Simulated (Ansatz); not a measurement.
## Fixed-spin-moment curve of Fe

The cell (1 atom) is Fe as an experimental structure (space group Im-3m). The computed pressure is over 10 GPa in size, so the cell is far from the computed equilibrium volume (the chosen U may not suit it). Source: COD entry 5000217, which need not be the ambient phase.

```yaml
crystal:
  lattice:
    - [-1.43040, 1.43040, 1.43040]
    - [1.43040, -1.43040, 1.43040]
    - [1.43040, 1.43040, -1.43040]
  atoms:
    - { symbol: Fe, position: [0.00000, 0.00000, 0.00000] }
```

Numbers behind element symbols give the atom's place in this list.

Method: DFT, PBE+U, PAW, plane waves, scalar-relativistic in Ansatz development build ahead of 0.2.0.

- Hubbard term (Dudarev form): U − J = 5.3 eV on Fe d, on Löwdin-orthonormalised all-electron atomic orbitals
- Plane-wave cutoff: 420 eV
- k-point mesh: 12×12×12 (Γ-centred)
- Occupations: Fermi–Dirac smearing, 0.05 eV
- Valence electrons: 16

Moments by site are taken inside atomic spheres; the rest lies between them.

A static U favours moments and orbital order; the result depends on U and need not be the measured state. The U is a test value, not one fitted to this metal, and a U on a metal's d shells tends to overstate moments.

For a metal this mesh leaves errors of several meV/atom.

Each run fixes N↑ − N↓ and starts with that moment spread in parallel over the Fe atoms; no search for lower states follows. Energies are free energies per cell above the lowest run, the runs with a free moment included. Each row is one local solution, which need not be the lowest state at that M. The run at M = 0 starts without moments and gives the spin-unpolarised solution. The cell holds one magnetic atom, so only parallel order fits; orders in a larger cell may lie lower.

The run at M = 2.45 μB took 1.3 s on 2 threads of Arm Neoverse V2, with other jobs on the host, peak memory 0.27 GiB.

```csv
fixed M (μB/cell),F − F(lowest) (meV/cell),moments of Fe1 (μB),absolute moment (μB)
0.00,2003,0.00,0.00
0.61,1226,0.61,1.27
1.23,935,1.20,1.39
1.84,585,1.93,2.07
2.45,?,?,?
3.06,85,3.09,3.16
3.68,724,3.54,3.68
4.29,?,?,?
4.90,4287,4.34,4.90
```

At M = 0.61 μB the absolute moment far exceeds M, as opposite spins partly cancel within or between atoms, so the M = 0 row needn't join the others.

Q: Fill in the row for M = 2.45 μB.

A: 112 meV; moments Fe1 2.59 μB; absolute moment 2.76 μB.

Q: Fill in the row for M = 4.29 μB.

A: 2197 meV; moments Fe1 3.92 μB; absolute moment 4.29 μB.

Q: Where do runs with a free total moment end?

A: “usual moment scaled by 0.1, free total moment [Fe1 0.40 μB]” ends at 2.82 μB, 0 meV; “usual moment, free total moment [Fe1 4.00 μB]” ends at 2.82 μB, 0 meV.
